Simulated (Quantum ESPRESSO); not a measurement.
AgLiSc6 in 5 site orders

All numbers below are calculated, not measured. They come from Quantum ESPRESSO 7.5, a public plane-wave density functional program. Each row is one single-point run on a made-up periodic cell of eight metal atoms, with elements, volume, strain and displacements drawn at random and not relaxed, so a cell may be unstable or far from any real phase. There is no spin polarisation or spin-orbit coupling.

Settings: PBE unless stated; PseudoDojo standard norm-conserving files; Fermi-Dirac width 0.25 eV, which means electrons at about 2900 K; cutoff 1116 eV; 5 x 5 x 5 k mesh shifted half a step off Gamma. E is the free energy of the whole cell (internal energy minus TS), so a -TS column is already part of it. Stress is positive in tension, and the pressure P is minus a third of its trace.

Checks: one run of this series was repeated at a higher cutoff and on a denser mesh, which moved values by no more than 0.002 eV, 0.03 GPa and 0.003 eV/Å, and a second program with other atomic files agreed on it to 2 % rms in force and 0.5 GPa in pressure. Known limits: a spin test at this wide smearing found no moment, but such smearing suppresses magnetism that the real alloy may have.

The lattice is face-centred cubic, and the cell vectors in Å are (-0.021, 4.441, 4.402); (4.477, -0.021, 4.401); (4.438, 4.402, 0.018), a volume of 173.94 Å³. The runs move one Li atom among sites that otherwise hold Sc, on the same eight displaced sites. E is counted from run 1, and the rms force is over all 24 components. Nothing is relaxed, so E mixes bonding between neighbours with strain on unrelaxed sites, and it is not an ordering energy.

```
run,elements on sites 1 to 8,E (eV),-TS (eV),rms force (eV/Å),largest force (eV/Å),P (GPa)
1,Sc Ag Li Sc Sc Sc Sc Sc,0.000,-2.304,0.247,0.76,3.85
2,Sc Ag Sc Sc Li Sc Sc Sc,-0.004,-2.303,0.257,0.72,?
3,Sc Ag Sc Sc Sc Li Sc Sc,0.007,-2.307,0.279,0.86,3.85
4,Sc Ag Sc Sc Sc Sc Li Sc,-0.101,-2.449,0.205,0.51,3.23
5,Sc Ag Sc Sc Sc Sc Sc Li,-0.034,-2.299,0.241,0.66,3.79
```

## Worked fit

A straight line through the runs shown gives P = 3.87 + 5.87 E GPa with E in eV, an error of 1.19 on the slope and a scatter of 0.10 GPa. At this fixed volume the orders of higher energy tend to have the higher pressure.

## Withheld value

Question: what pressure should run 2 give?

The fit gives 3.85 ± 0.12 GPa. The calculation gave 3.81 GPa.
